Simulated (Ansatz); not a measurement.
MgZn₂O₃:
```
MgZn2O3
1.0
    3.00882     0.00000     0.00000
   -1.50441     2.60571     0.00000
    0.00000     0.00000     7.33409
Mg Zn O
1 2 3
Cartesian
  0.00000   0.00000   0.00000
  0.00000   1.73714   4.90086
  1.50441   0.86857   2.43323
  0.00000   1.73714   1.18617
  1.50441   0.86857   6.14792
  0.00000   0.00000   3.66704
```

Relaxed with PBEsol.

### Question
Give the optical modes at the zone centre with their infrared activity from DFPT, PBEsol in the plane-wave PAW code Ansatz.

### Answer
Transverse frequencies, without the LO–TO term; a row sums one degenerate level.

```tsv
ω (cm⁻¹)	degeneracy	IR ((D/Å)²/amu)	activity	symmetry
117	2	0.00	IR-inactive	Eg
141	2	2.21	IR	Eu
221	2	23.13	IR	Eu
252	1	0.00	IR-inactive	A1g
274	1	22.81	IR	A2u
296	2	0.00	IR-inactive	Eg
345	2	34.99	IR	Eu
364	1	5.98	IR	A2u
540	1	0.00	IR-inactive	A1g
558	1	1.90	IR	A2u
```

### Question
How high does the top mode go among those that the LO–TO term moves?

### Answer
582 cm⁻¹ for q along x, 582 cm⁻¹ for q along y, 624 cm⁻¹ for q along z.

Space group P-3m1. The workflow started from a Materials Project entry (that database holds measured and hypothetical structures alike); the Crystallography Open Database copy checked does not list it. With Mg and Zn taken as one species the cell has the higher symmetry Fm-3m, so it may be an ordered model of a mixed-site phase. Its standing as an ambient phase is unchecked. The PBEsol relaxation kept the symmetry of its start; of distortions, only those at the zone centre were tested.

Potentials: the later of the program's two PAW sets.
